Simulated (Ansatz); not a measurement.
This run works on a generated trial structure, not on a known crystal.

Input and command of a plane-wave DFT calculation in Ansatz:

```yaml
crystal:
  lattice:
    - [5.4601057011, 0.0, 0.0]
    - [0.0, 5.4601057011, 0.0]
    - [0.0, 0.0, 9.6724941861]
  atoms:
    - { symbol: Sr, position: [0.0, 0.0, 0.0] }
    - { symbol: Sr, position: [0.5, 0.5, 0.5] }
    - { symbol: Sc, position: [0.0, 0.0, 0.5], spin: 1.09 }
    - { symbol: I, position: [0.0, 0.5, 0.3080229474] }
    - { symbol: I, position: [0.5, 0.0, 0.6919770526] }
    - { symbol: I, position: [0.5, 0.0, 0.3080229474] }
    - { symbol: I, position: [0.0, 0.5, 0.6919770526] }
    - { symbol: I, position: [0.5, 0.5, 0.0] }
basis:
  ecutwfc: 420
kpoints:
  mp_grid: { grid: [8, 8, 4] }
hamiltonian:
  xc: pbe
scf:
  occupations: { method: gaussian, width: 0.1 }
output:
  forces: true
  stress: true
  eigenvalues: true
  populations: true
magnetization:
  spin_polarized: true
relax:
  adjacent_minimum: "off"
  f_tol: 0.01
  max_steps: 80
  cell: { stress_tol: 0.05 }
```

```bash
ansatz run input.yaml --threads 1 --pin off --max-ram 2560MiB --backend cpu --events-out ev --progress --plain --runs-dir out
```

Processor: Arm Neoverse V1, 1 thread, on a host shared with other jobs.

Q: How long does it run, and how much memory does it take?

A: About 11 min, peak memory 1.4 GiB. It solves 71 bands at 45 k points (after reduction by symmetry) with about 5677 plane waves (on the last cell), in 41 SCF iterations over 4 ionic steps.
